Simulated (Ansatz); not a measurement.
Level: PBE, no spin polarisation; 420 eV; 8×8×5 Γ-centred mesh; fermi-dirac occupations (width 0.1 eV); Ansatz 0.2.0, fixed geometry.

Computed maps in the lattice plane spanned by a (left to right, 4.77 Å, 14 points from zero) and b (bottom to top, 4.77 Å, 14 points from zero), 120° apart, at height 0.000 along c. The fields are smooth PAW ones with compensation charges, not the true ones near nuclei.

Valence density. Digits on a logarithmic scale: 0 up to 0.03 e/Å³, each further digit a factor of 1.6, 9 from 1.3 e/Å³ up:
```
99755566555799
97556777655799
65568998655677
45689998654555
55799997555555
56799976556665
56788765678876
55666556799976
55555557999975
45554568999865
67765568998655
99975567776557
99975556655579
99964555554699
```

ELF. Ten even steps from '0' (0.01) to '9' (0.75):
```
69514544541596
95156545651599
21564114651255
24640004642111
35510015534554
34410144356665
34544543454454
35666534410144
34554355100155
21112464000464
25521564114651
99951565456515
66951454454159
06922333332296
```

Question: The cell is ScGe₆C₆. Which atoms lie within 0.2 Å of this plane, and where (fractions of a and b)?

Answer: Sc at (0.00, 0.00), Ge at (0.33, 0.67), Ge at (0.67, 0.33). The whole cell:
```
Sc Ge C
1.0
     4.77277    0.00000    0.00000
    -2.38639    4.13335    0.00000
     0.00000    0.00000    7.61260
Sc Ge C
1 6 6
Direct
  0.00000 0.00000 0.00000
  0.33330 0.66670 0.50000
  0.66660 0.33330 0.50000
  0.33330 0.66670 0.00000
  0.66660 0.33330 0.00000
  0.00000 0.00000 0.34100
  0.00000 0.00000 0.65900
  0.50000 0.00000 0.24800
  0.50000 0.50000 0.24800
  0.00000 0.50000 0.24800
  0.00000 0.50000 0.75200
  0.50000 0.50000 0.75200
  0.50000 0.00000 0.75200
```

Origin: a known structure type with other elements, at an estimated volume, so it need not be a known compound. Caveats: atoms or cell far from equilibrium.
